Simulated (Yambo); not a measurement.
Yambo input for CsBH4 (space group F-43m, No. 216) (a = b = c = 5.184 Å, α = β = γ = 60.00°), on PBEsol (Quantum ESPRESSO, PseudoDojo norm-conserving, 76 Ry, with spin-orbit coupling) wavefunctions on a 4×4×4 mesh:

```
optics
chi
dipoles
kernel
FFTGvecs= 40 Ry
Chimod= "HARTREE"
NGsBlkXd= 3 Ry
% QpntsRXd
 1 | 1 |
%
% BndsRnXd
 1 | 130 |
%
GrFnTpXd= "R"
% EnRngeXd
 0.0 | 20.0 | eV
%
% DmRngeXd
 0.2 | 0.2 | eV
%
CGrdSpXd= 50
ETStpsXd= 161
% LongDrXd
 1.0 | 0.0 | 0.0 |
%
% XfnQP_E
 2.828 | 1.0 | 1.0 |
%
```

First lines of the file o-*.eps_q1_inv_rpa_dyson:

```
Absorption @ Q(1):   1.00000000     0.00000000     0.00000000    [q->0 direction]
#
# [ X ] Hartree size     :   65
# [GEN] GF Energies     : Perdew, Burke & Ernzerhof SOL(X)+Perdew, Burke & Ernzerhof SOL(C)+ user defined corrections @E
# [GEN] Green`s Function     : Retarded
#
# [GEN] Gauge     : Length
# [GEN] [r,Vnl] included     : yes
#
#    E[1] [eV]     Im(eps)     Re(eps)     Im(eps_o)     Re(eps_o)
#
     0.000000     0.27296E-15     1.996914     -0.52010E-18     2.249409
     0.125000     0.284972E-3     1.997003     0.383443E-3     2.249529
     0.250000     0.570342E-3     1.997270     0.767432E-3     2.249888
     0.375000     0.856512E-3     1.997715     0.001153     2.250487
     0.500000     0.001144     1.998339     0.001539     2.251327
     0.625000     0.001433     1.999143     0.001928     2.252410
     0.750000     0.001724     2.000129     0.002320     2.253735
     0.875000     0.002017     2.001296     0.002715     2.255307
     1.000000     0.002314     2.002648     0.003114     2.257126
     1.125000     0.002613     2.004185     0.003518     2.259195
     1.250000     0.002917     2.005911     0.003926     2.261518
     1.375000     0.003225     2.007828     0.004341     2.264098
     1.500000     0.003537     2.009938     0.004762     2.266939
     1.625000     0.003855     2.012245     0.005190     2.270044
     1.750000     0.004178     2.014752     0.005627     2.273420
     1.875000     0.004508     2.017462     0.006072     2.277070
     2.000000     0.004845     2.020381     0.006527     2.281002
     2.125000     0.005190     2.023513     0.006992     2.285220
     2.250000     0.005543     2.026861     0.007468     2.289731
     2.375000     0.005905     2.030433     0.007957     2.294544
     2.500000     0.006276     2.034234     0.008459     2.299666
     2.625000     0.006659     2.038270     0.008976     2.305106
     2.750000     0.007052     2.042547     0.009508     2.310873
     2.875000     0.007458     2.047074     0.010058     2.316977
     3.000000     0.007877     2.051858     0.010625     2.323429
     3.125000     0.008311     2.056908     0.011213     2.330241
     3.250000     0.008760     2.062234     0.011822     2.337426
     3.375000     0.009226     2.067844     0.012454     2.344998
     3.500000     0.009711     2.073751     0.013111     2.352972
     3.625000     0.010215     2.079965     0.013795     2.361364
     3.750000     0.010740     2.086501     0.014509     2.370191
     3.875000     0.011288     2.093370     0.015255     2.379472
     4.000000     0.011862     2.100589     0.016035     2.389229
```
(The file goes on to the top of the energy range.) Convergence of the RPA response with its 4×4×4 mesh was not tested. The scissor comes from a G0W0 run whose convergence isn't established.

Geometry of the Materials Project entry, not relaxed at this level.

The structure is a Materials Project entry; no match was found in the copy of COD used, and its stability was not checked.
